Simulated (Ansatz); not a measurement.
# Magnetovolume behaviour of EuHg2 (P6/mmm)

The reference geometry is a structure as deposited in COD; nothing is relaxed.

Functional, mesh and filling: LDA, 6×6×7 k mesh, Fermi–Dirac smearing of 0.05 eV. PAW means Ansatz 0.2.0 on its default frozen-core files; LAPW is all-electron LAPW in Ansatz 0.2.0. Site moments are integrated in spheres about the atoms, whose radii differ between the methods.

The first input and its command:

```yaml
crystal:
  lattice:
    - [4.97, 0.0, 0.0]
    - [-2.485, 4.3041462568, 0.0]
    - [0.0, 0.0, 3.705]
  atoms:
    - { symbol: Eu, position: [0.0, 0.0, 0.0], spin: 7.0 }
    - { symbol: Hg, position: [0.3333333333, 0.6666666667, 0.5] }
    - { symbol: Hg, position: [0.6666666667, 0.3333333333, 0.5] }
magnetization:
  spin_polarized: true
kpoints:
  mp_grid: { grid: [6, 6, 7] }
scf:
  occupations: { method: fermi_dirac, width: 0.05 }
hamiltonian:
  xc: lda
  pseudopotentials: { kind: paw }
output:
  forces: true
  stress: true
  eigenvalues: true
  populations: true
```

Command: `ansatz run input.yaml --threads 2 --pin off --max-ram 6144MiB --backend cpu --events-out ev --progress --plain --runs-dir out`

The input for «volume scaled by 1.18» by LAPW differs from it in these lines, output keys apart:

```diff
-    - [4.97, 0.0, 0.0]
-    - [-2.485, 4.3041462568, 0.0]
-    - [0.0, 0.0, 3.705]
+    - [5.2519073721, 0.0, 0.0]
+    - [-2.6259536861, 4.5482852026, 0.0]
+    - [0.0, 0.0, 3.9151542885]
-  pseudopotentials: { kind: paw }
+  pseudopotentials: { kind: all_electron, lapw: { basis_error: 0.001 } }
```

The cell shown is scaled evenly to other volumes, and every spin-polarised run starts from the same moments.

The search for lower states is left at its default.

| V/V₀ | Å³/atom | M PAW (μB/cell) | M LAPW (μB/cell) | largest site moment, PAW (μB) | P PAW (GPa) | P LAPW (GPa) | F − F(unpolarised), PAW (meV/atom) |
| --- | --- | --- | --- | --- | --- | --- | --- |
| 0.72 | 19.02 | 6.72 | – | 6.60 | 30.2 | – | -2061 |
| 0.8 | 21.13 | 6.78 | 6.78 | 6.66 | 13.0 | 13.1 | -2129 |
| 0.85 | 22.46 | 6.84 | – | 6.70 | 6.3 | – | -2165 |
| 0.9 | 23.78 | 6.89 | – | 6.74 | 1.5 | – | ? |
| 0.95 | 25.10 | 6.94 | 6.94 | 6.77 | -1.9 | -1.8 | ? |
| 1 | 26.42 | 6.98 | 6.98 | 6.81 | -4.2 | -4.1 | -2251 |
| 1.05 | 27.74 | 7.03 | – | 6.84 | ? | – | -2274 |
| 1.1 | 29.06 | 7.08 | – | 6.87 | -6.7 | – | -2295 |
| 1.18 | 31.17 | 7.17 | 7.17 | 6.92 | -7.6 | -7.6 | -2325 |

Q: Give the missing entry: row "0.9", column "F − F(unpolarised), PAW (meV/atom)".

A: -2197.

Q: Fill in "F − F(unpolarised), PAW (meV/atom)" for the row "0.95".

A: -2225.

Q: Give the missing entry: row "1.05", column "P PAW (GPa)".

A: -5.7.

The moments survive down to the smallest volume, V/V₀ = 0.72 at 30 GPa, where the largest is 6.60 μB.

Q: How fast does the largest site moment change with volume about V₀?

A: d ln m/d ln V ≈ ln(6.838/6.772)/ln(1.05/0.95) = 0.10. A value this small marks a localised or saturated moment.

Q: Fit a third-order Birch–Murnaghan equation to the PAW pressures of the magnetic runs between 0.85 and 1.11 V₀. What are the zero-pressure volume and bulk modulus?

A: V = 24.30 Å³/atom (0.920 V₀), B = 63 GPa, B′ = 5.8, with a worst miss of 0.03 GPa. Cell shape and inner coordinates are held, so these aren't the relaxed crystal's values unless symmetry fixes them.

The PAW files were made with PBE; the program remakes their cores once for the run's functional and then keeps them frozen. Without U a semilocal functional puts the f levels too near the Fermi level, which can change moments and the order of magnetic states; site and cell moments are spin moments. Under strong compression frozen cores are worth checking against an all-electron run. Spin–orbit coupling is left out although heavy atoms are present. With open f shells a run can end in a state that isn't the lowest. These are results for the start and cell typed. The real compound can order otherwise, in a larger cell, or not at all, since semilocal functionals without spin fluctuations often overstate magnetism; near a collapse of the moment, mesh and smearing move it by tens of per cent.
